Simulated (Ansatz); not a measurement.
# Hf: stiffness from a series of strains

```xyz
2
Lattice="3.1967 0.0000 0.0000 -1.5983 2.7684 0.0000 0.0000 0.0000 5.0578" Properties=species:S:1:pos:R:3 pbc="T T T"
Hf    0.0000    1.8456    1.2645
Hf    1.5983    0.9228    3.7934
```

Atom numbers follow the list: Hf1, Hf2.

Conventional cell: a = 3.197 Å, b = 3.197 Å, c = 5.058 Å, α = 90.00°, β = 90.00°, γ = 120.00°. Around Hf (atom 1) lie 12 Hf at 3.13 to 3.20 Å.

The cell comes from COD entry 9008501, which wasn't checked; take it as a given geometry.

No spin–orbit coupling, which matters for the heavy atoms here.

These are results of Ansatz 0.2.0, DFT, PBEsol, all-electron LAPW, scalar-relativistic, not measurements.

Sampling and basis: a Γ-centred 13×13×7 k mesh, Fermi–Dirac smearing of 0.05 eV, basis error target 0.5 meV/atom, no spin polarisation.

The strain is applied along the Cartesian axes of the cell as listed (the other components stay zero). Fractional coordinates are held (clamped ions).

σ is the change of stress from the unstrained cell, which is at -3.70 GPa; tension is positive, so slopes are stress–strain coefficients at that pressure. In a metal the k mesh adds noise.

Only quantities that a quadratic follows smoothly over the whole series are listed; rougher ones are left out.

| εzz | σzz (GPa) | σxx (GPa) |
| --- | --- | --- |
| -0.0200 | -4.13 | -1.31 |
| 0.0000 | 0.00 | 0.00 |
| 0.0100 | 1.84 | 0.61 |
| 0.0200 | 3.53 | 1.20 |

Question: Fit the series and read off the stiffness at zero strain.

Answer: Least-squares fits y = p0 + p1 x + p2 x² to the rows give σzz (GPa): p1 = 191, p2 = -750; σxx (GPa): p1 = 62.7, p2 = -130. So C33 = 191 GPa and C13 = 63 GPa, for these axes.

Question: One run, at εzz = -0.0100, is withheld. Predict its row.

Answer: The fits give -1.99, -0.64; the run gave -2.00, -0.64.
